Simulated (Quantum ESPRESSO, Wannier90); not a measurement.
## Wannierisation of TaAs (I4₁md)

```
begin unit_cell_cart
ang
    0.0000000000   -3.4436300000    0.0000000000
    3.4436300000    0.0000000000    0.0000000000
   -1.7218150000    1.7218150000    5.8679400000
end unit_cell_cart
begin atoms_frac
Ta   0.2499700000 -0.2500300000  0.4999400000
Ta   0.4999700000  0.4999700000 -0.0000600000
As  -0.1673700000  0.3326300000 -0.3347400000
As   0.0826300000  0.0826300000  0.1652600000
end atoms_frac
```

Structure: Materials Project mp-1936, symmetrised, not relaxed again. Not found in the COD (Crystallography Open Database) copy used; not checked further. Level: LDA, no spin polarisation, no spin-orbit coupling; pw.x of Quantum ESPRESSO at 64 Ry with PseudoDojo potentials, 6×6×6 k-points, Wannier90. Density: 10×10×10 mesh, cold smearing 0.01 Ry. Spin-orbit coupling is left out although heavy elements are present.

A tight-binding model is made by disentanglement and projection with no localisation steps (num_iter = 0), so the 26 orbitals stay atom-like: hydrogen-like Ta: s;p;d; As: s;p, axes along x, y, z; frozen window up to 1.50 eV relative to the Fermi level. It follows pw.x to 4.4 meV rms for states up to 1.0 eV relative to the Fermi level. Matrix elements depend on this choice of orbitals and windows.

The 30 largest hoppings ⟨m,0|H|n,R⟩ between different sites (one of each Hermitian pair; signs follow the real orbitals' lobes; the list may end inside a set of equal values):

```json
[
 {"m": "As3 py", "n": "Ta2 pz", "R": "0 0 0", "distance of the centres (Å)": "2.69", "t (eV)": "-1.731"},
 {"m": "Ta2 pz", "n": "As3 py", "R": "1 0 0", "distance of the centres (Å)": "2.69", "t (eV)": "1.731"},
 {"m": "As4 px", "n": "Ta1 pz", "R": "0 0 0", "distance of the centres (Å)": "2.69", "t (eV)": "-1.731"},
 {"m": "As4 px", "n": "Ta1 pz", "R": "0 1 0", "distance of the centres (Å)": "2.69", "t (eV)": "1.731"},
 {"m": "As3 pz", "n": "Ta2 s", "R": "0 0 0", "distance of the centres (Å)": "2.70", "t (eV)": "-1.681"},
 {"m": "Ta2 s", "n": "As3 pz", "R": "1 0 0", "distance of the centres (Å)": "2.70", "t (eV)": "-1.681"},
 {"m": "As4 pz", "n": "Ta1 s", "R": "0 0 0", "distance of the centres (Å)": "2.70", "t (eV)": "-1.681"},
 {"m": "As4 pz", "n": "Ta1 s", "R": "0 1 0", "distance of the centres (Å)": "2.70", "t (eV)": "-1.681"},
 {"m": "As4 pz", "n": "Ta1 px", "R": "0 0 0", "distance of the centres (Å)": "2.68", "t (eV)": "-1.673"},
 {"m": "As4 pz", "n": "Ta1 px", "R": "0 1 0", "distance of the centres (Å)": "2.68", "t (eV)": "1.673"},
 {"m": "As3 pz", "n": "Ta2 py", "R": "0 0 0", "distance of the centres (Å)": "2.68", "t (eV)": "-1.673"},
 {"m": "Ta2 py", "n": "As3 pz", "R": "1 0 0", "distance of the centres (Å)": "2.68", "t (eV)": "1.673"},
 {"m": "As4 pz", "n": "Ta1 dxz", "R": "0 0 0", "distance of the centres (Å)": "2.72", "t (eV)": "1.597"},
 {"m": "As4 pz", "n": "Ta1 dxz", "R": "0 1 0", "distance of the centres (Å)": "2.72", "t (eV)": "-1.597"},
 {"m": "As3 pz", "n": "Ta2 dyz", "R": "0 0 0", "distance of the centres (Å)": "2.72", "t (eV)": "1.597"},
 {"m": "Ta2 dyz", "n": "As3 pz", "R": "1 0 0", "distance of the centres (Å)": "2.72", "t (eV)": "-1.597"},
 {"m": "Ta1 px", "n": "As3 py", "R": "0 0 1", "distance of the centres (Å)": "2.63", "t (eV)": "1.528"},
 {"m": "Ta1 px", "n": "As3 py", "R": "1 -1 1", "distance of the centres (Å)": "2.63", "t (eV)": "1.528"},
 {"m": "As3 py", "n": "Ta1 px", "R": "0 1 -1", "distance of the centres (Å)": "2.63", "t (eV)": "-1.528"},
 {"m": "Ta1 px", "n": "As3 py", "R": "1 0 1", "distance of the centres (Å)": "2.63", "t (eV)": "-1.528"},
 {"m": "Ta2 py", "n": "As4 px", "R": "0 1 0", "distance of the centres (Å)": "2.63", "t (eV)": "1.527"},
 {"m": "Ta2 py", "n": "As4 px", "R": "1 0 0", "distance of the centres (Å)": "2.63", "t (eV)": "1.527"},
 {"m": "As4 px", "n": "Ta2 py", "R": "0 0 0", "distance of the centres (Å)": "2.63", "t (eV)": "-1.527"},
 {"m": "Ta2 py", "n": "As4 px", "R": "1 1 0", "distance of the centres (Å)": "2.63", "t (eV)": "-1.527"},
 {"m": "As4 s", "n": "Ta1 dxz", "R": "0 0 0", "distance of the centres (Å)": "2.64", "t (eV)": "1.498"},
 {"m": "As4 s", "n": "Ta1 dxz", "R": "0 1 0", "distance of the centres (Å)": "2.64", "t (eV)": "-1.498"},
 {"m": "As3 s", "n": "Ta2 dyz", "R": "0 0 0", "distance of the centres (Å)": "2.64", "t (eV)": "1.497"},
 {"m": "Ta2 dyz", "n": "As3 s", "R": "1 0 0", "distance of the centres (Å)": "2.64", "t (eV)": "-1.497"},
 {"m": "As3 py", "n": "Ta1 s", "R": "0 1 -1", "distance of the centres (Å)": "2.63", "t (eV)": "1.470"},
 {"m": "Ta1 s", "n": "As3 py", "R": "1 0 1", "distance of the centres (Å)": "2.63", "t (eV)": "-1.470"}
]
```
